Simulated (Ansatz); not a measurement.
Input and command of a plane-wave DFT calculation in Ansatz:

```yaml
crystal:
  lattice:
    - [5.6419598216, 0.0, 0.0]
    - [0.0, 5.6419598216, 0.0]
    - [0.0, 0.0, 5.6419598216]
  atoms:
    - { symbol: Ba, position: [0.0, 0.5, 0.5], spin: -0.17 }
    - { symbol: Ba, position: [0.5, 0.0, 0.5], spin: -0.17 }
    - { symbol: Ba, position: [0.5, 0.5, 0.0], spin: -0.17 }
    - { symbol: Mn, position: [0.0, 0.0, 0.0], spin: 5.03 }
basis:
  ecutwfc: 420
kpoints:
  mp_grid: { grid: [8, 8, 8] }
hamiltonian:
  xc: pbe
scf:
  occupations: { method: gaussian, width: 0.1 }
output:
  forces: true
  stress: true
  eigenvalues: true
  populations: true
magnetization:
  spin_polarized: true
relax:
  adjacent_minimum: "off"
  f_tol: 0.01
  max_steps: 80
  cell: { stress_tol: 0.05 }
```

```bash
ansatz run input.yaml --threads 1 --pin off --max-ram 2560MiB --backend cpu --events-out ev --progress --plain --runs-dir out
```

Processor: Intel(R) Xeon(R) 6975P-C (Granite Rapids), 1 thread, on a host shared with other jobs.

**Question.** Estimate time, memory and problem size.

**Answer.** About 65 s on 1 thread of Intel(R) Xeon(R) 6975P-C (Granite Rapids), on a shared host, peak memory 0.69 GiB. It solves 31 bands at 35 k points (the mesh reduced by the symmetry that the task leaves, which can be less than the crystal's) with about 3695 plane waves (on the last cell), in 38 SCF iterations over 4 ionic steps.
